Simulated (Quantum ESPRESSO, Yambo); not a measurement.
## Levels of theory for the gap of CsPbCl3

CsPbCl3 (cubic perovskite, space group Pm-3m, No. 221): one geometry, one set of PBE (stringent potentials; pw.x of Quantum ESPRESSO, ONCV potentials, scalar-relativistic) orbitals, self-energies from Yambo (2×2×2 Γ-centred k mesh, bands 5 to 586 and a 12 Ry block in the screening, 586 bands in G with the Bruneval-Gonze terminator, plasmon pole fitted at 27.2 eV).

Cell and atoms were relaxed with PBEsol from Materials Project entry mp-23037, within its symmetry.

| level | gap R → R (eV) | rough Yambo cost |
|---|---|---|
| PBE (Quantum ESPRESSO) | 1.99 | – |
| exchange only (Hartree-Fock self-energy on PBE orbitals) | 8.36 | about 1/100 (8 states) |
| static COHSEX@PBE | 4.51 | about 1/3 (2 states) |
| G0W0@PBE, plasmon pole | 3.46 | 1 (8 states) |

Bare exchange has no screening and gives the widest gap; static COHSEX screens it but leaves out the frequency dependence, which G0W0 restores.

Costs are rough ratios of core time on shared machines.

Nearest settings tried, and what they do to the gap: 305 bands in G: +1 meV; 305 bands in W, 305 bands in G: -6 meV; 7 Ry block (437 vectors against 895): -117 meV. Not varied: mesh. So the settings aren't converged at that level. The k mesh is coarse.

Spin-orbit coupling is left out; with 6p states at a band edge it can lower the gap by many tenths of an eV, most of a small gap. The cell is held in this high symmetry; tilts and polar distortions were not searched.
